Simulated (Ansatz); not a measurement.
S:
```xyz
6
Lattice="5.4572 3.1507 1.4786 -5.4572 3.1507 1.4786 0.0000 -6.3014 1.4786" Properties=species:S:1:pos:R:3 pbc="T T T"
S      0.5679    -4.5204     1.9214
S      3.6309     2.7520     1.9214
S     -4.1988     1.7684     1.9214
S     -0.5679     4.5204     2.5143
S     -3.6309    -2.7520     2.5143
S      4.1988    -1.7684     2.5143
```

Relaxed with r²SCAN. Special points in fractions of this cell's reciprocal vectors: Γ (0.000, 0.000, 0.000); L (0.500, 0.000, 0.000); T (0.500, -0.500, 0.500); P0 (0.203, -0.797, 0.203); P2 (0.203, 0.203, 0.203); F (0.500, -0.500, 0.000).

Q: List the band energies nearest the valence-band maximum at these points for r²SCAN in the plane-wave PAW code Ansatz.

A: In eV from the valence-band maximum; about four levels below and three above (degenerate sets whole), none deeper than 8.9 eV; points with the same levels are listed once.

```
k                           below                above
--  -----------------------------  -------------------
Γ         -0.99 -0.99 -0.90 -0.90  2.58 2.58 3.76 3.76
L         -1.25 -1.11 -0.79 -0.12       2.73 3.16 3.17
T    -1.64 -1.64 -1.18 -1.18 0.00       2.41 2.41 3.30
P0  -1.38 -1.38 -0.94 -0.94 -0.16       2.79 3.09 3.09
F         -1.26 -1.12 -1.09 -0.71       2.48 3.21 3.43
```

Space group R-3. The workflow started from an entry of the Crystallography Open Database (COD), which files this formula under 8 space groups. It is not the phase usual at ambient conditions (space group No. 70). The cell was relaxed with r²SCAN under the symmetry of its start; whether a distortion lowers the energy is not shown. A crystal of weakly bound molecules computed without a dispersion correction: the cell and the soft elastic constants depend strongly on that.

Potentials: the later of the program's two PAW sets.
